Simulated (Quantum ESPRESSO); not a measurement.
Kohn-Sham bands of RbHO (Cmc2₁)

```yaml
crystal:
  lattice:
    - [4.11779, 0.00000, 0.00000]
    - [0.00000, 0.00000, -4.20269]
    - [-2.05890, 5.39405, 0.00000]
  atoms:
    - { symbol: Rb, position: [0.36179, 0.73894, 0.72358] }
    - { symbol: Rb, position: [0.63821, 0.23894, 0.27642] }
    - { symbol: H, position: [0.03225, 0.60321, 0.06450] }
    - { symbol: H, position: [0.96775, 0.10321, 0.93550] }
    - { symbol: O, position: [0.09821, 0.76246, 0.19642] }
    - { symbol: O, position: [0.90179, 0.26246, 0.80358] }
```

Structure: Materials Project mp-626620, symmetrised, not relaxed again. Not found in the COD (Crystallography Open Database) copy used; not checked further. Level: PBEsol, no spin polarisation, no spin-orbit coupling; pw.x of Quantum ESPRESSO at 68 Ry with PseudoDojo potentials, 8×8×8 k-points, Wannier90. Density: 8×8×8 mesh, Gaussian smearing 0.01 Ry.

Energies are relative to the valence-band maximum; weights are on the orthonormalised atomic waves of the pseudopotential files, averaged over the group. 32 electrons a cell are treated as valence.

Problem. Into which isolated groups do the bands fall, where do they lie and what are they made of?

Solution. 
```json
[
 {"bands": "1–2", "from (eV)": "-25.12", "to (eV)": "-24.93", "filling": "filled", "weight on atomic waves": "Rb 4s 96 %"},
 {"bands": "3–4", "from (eV)": "-16.97", "to (eV)": "-16.21", "filling": "filled", "weight on atomic waves": "O 2s 75 %, H 1s 19 %"},
 {"bands": "5–10", "from (eV)": "-9.80", "to (eV)": "-8.75", "filling": "filled", "weight on atomic waves": "Rb 4p 97 %"},
 {"bands": "11–12", "from (eV)": "-4.32", "to (eV)": "-3.59", "filling": "filled", "weight on atomic waves": "O 2p 69 %, H 1s 14 %, O 2s 11 %"},
 {"bands": "13–16", "from (eV)": "-1.11", "to (eV)": "0.00", "filling": "filled", "weight on atomic waves": "O 2p 93 %"}
]
```

The Kohn-Sham gap over both meshes and the path is 3.58 eV.
